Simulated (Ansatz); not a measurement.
A geometry of TiSi$_{2}$ away from equilibrium: step 3 of the relaxation of a relaxed TiSi2 cell displaced along its unstable phonon at q = (½, 0, 0) of its primitive reciprocal cell (22i cm⁻¹), largest move 0.15 Å. Computed with PBEsol (plane waves to 420 eV, PAW, scalar-relativistic; Ansatz, a program for electronic structure). Γ-centred k-mesh 4×7×7 on the run's cell (coarser than for final values), Fermi–Dirac smearing 0.05 eV.

```xyz
12
Lattice="5.9105 -6.4781 0.0000 3.0394 3.3161 0.0000 0.0000 0.0000 5.0511" Properties=species:S:1:pos:R:3:forces:R:3 pbc="T T T" free_energy=-14870.435 pressure_GPa=-0.1
Ti     2.9091    -1.3011     3.7883    0.1297   -0.0259    0.0000
Ti     6.0931    -4.2951     3.7883    0.2203   -0.0162    0.0000
Ti     3.0855     1.3782     1.2628   -0.1297    0.0259    0.0000
Ti     5.8121    -2.1059     1.2628   -0.2203    0.0162    0.0000
Si     1.2336     0.1252     0.0123   -0.0086   -0.0470    0.0867
Si     4.0772    -3.4182    -0.0044    0.0452   -0.1764    0.1395
Si     4.7611    -0.0481     2.5379    0.0086    0.0470    0.0867
Si     7.8280    -2.9829     2.5212   -0.0452    0.1764    0.1395
Si     1.2336     0.1252     2.5132   -0.0086   -0.0470   -0.0867
Si     4.0772    -3.4182     2.5299    0.0452   -0.1764   -0.1395
Si     4.7611    -0.0481    -0.0123    0.0086    0.0470   -0.0867
Si     7.8280    -2.9829     0.0044   -0.0452    0.1764   -0.1395
```

Positions in Å, forces in eV/Å, free energy of the cell in eV (comparable only within this code, potentials and settings). Largest force: 0.23 eV/Å, on Ti2, Ti4, Si6, Si8, Si10, Si12 (atoms numbered as listed); the geometry lies 0.26 eV/atom above the end of its relaxation.

No spin polarisation in the result.

The run could not lose the symmetry of its start, so the end can be a saddle point.

Of the parent cell (Cmcm (No. 63)): The first start was generated by placing the elements on the sites of a structure type. Materials Project lists a structure of TiSi2 in the same space group, Cmcm (No. 63); the sites were not compared with it, nor with measured phases.

The end of the path is a generated cell of TiSi2: the first start was made by placing the elements on the sites of a structure type, and the end was not matched to a known phase here, so it may be hypothetical. Known forms of TiSi2 include space group No. 63, 70.
